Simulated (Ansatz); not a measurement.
Level of theory: DFT PBE, scalar-relativistic, plane waves, PAW (Ansatz 0.2.0). Settings: cutoff 420 eV, Γ-centred meshes spaced at most about 0.3 Å⁻¹, and about 0.25 Å⁻¹ or finer for metals (2π included), Gaussian smearing. No spin polarisation in the final relaxations.

These are static total energies at zero pressure.

Two relaxed structures of TiBeH2:

1.

Space group P4/mmm (No. 123). a = 2.804 Å, b = 2.804 Å, c = 3.707 Å, α = 90.00°, β = 90.00°, γ = 90.00°
```json
{"atom": "Ti", "site": "1d", "symmetry": "4/mmm", "x": "0.5000", "y": "0.5000", "z": "0.5000"}
{"atom": "Be", "site": "1a", "symmetry": "4/mmm", "x": "0.0000", "y": "0.0000", "z": "0.0000"}
{"atom": "H", "site": "1b", "symmetry": "4/mmm", "x": "0.0000", "y": "0.0000", "z": "0.5000"}
{"atom": "H", "site": "1c", "symmetry": "4/mmm", "x": "0.5000", "y": "0.5000", "z": "0.0000"}
```

2.

Space group P222_1 (No. 17). a = 2.792 Å, b = 3.845 Å, c = 5.519 Å, α = 90.00°, β = 90.00°, γ = 90.00°
```
atom  site  symmetry       x       y       z
  Ti    2b       2..  0.0615  0.5000  0.0000
  Be    2d       .2.  0.5000  0.0179  0.7500
   H    2d       .2.  0.5000  0.3792  0.2500
   H    2a       2..  0.1513  0.0000  0.0000
```

Question: Which form is favoured at zero pressure, and by what margin per atom?

Answer: Cell 2 is lower, by 27 meV/atom. Cell 1 has space group P4/mmm (No. 123), 7.3 Å³/atom and no gap on its mesh; cell 2 has space group P222_1 (No. 17), 7.4 Å³/atom and no gap. Counting H atoms around Be and Ti (those within 1.25 times the shortest such distance or 1.15 times the sum of covalent radii; a plus sign parts nearer from farther groups; the shortest distance is added where it is long for a bond), cell 1 has Ti 6, Be 6 from 1.9 Å and cell 2 has Ti 4+2, Be 1+2. In cell 1, Ti has 2 H at 1.85 Å, 4 H at 1.98 Å, 8 Be at 2.71 Å and 4 Ti at 2.80 Å; Be is surrounded by 2 H at 1.85 Å, 4 H at 1.98 Å and 8 Ti at 2.71 Å; H on its first site is surrounded by 2 Be at 1.85 Å and 4 Ti at 1.98 Å; 1 more site not described. In cell 2, Ti is surrounded by 4 H at 1.90–1.94 Å, 2 H at 2.14 Å, 8 Be at 2.62–2.89 Å and 4 Ti at 2.78–2.79 Å; Be has 1 H at 1.53 Å, 2 H at 1.69 Å, 3 H at 2.28–2.32 Å, 8 Ti at 2.62–2.89 Å and 4 Be at 2.76–2.79 Å; H on its first site has 1 Be at 1.53 Å, 2 Ti at 1.90 Å and 2 Ti at 2.14 Å; 1 more site not described. Both come from invented guesses.

With hydrogen, zero-point motion can shift such differences by 10 meV/atom or more. Cells relaxed within their symmetry can be saddle points. The P222_1 cell of TiBeH2 came from shaking the P4/mmm one.
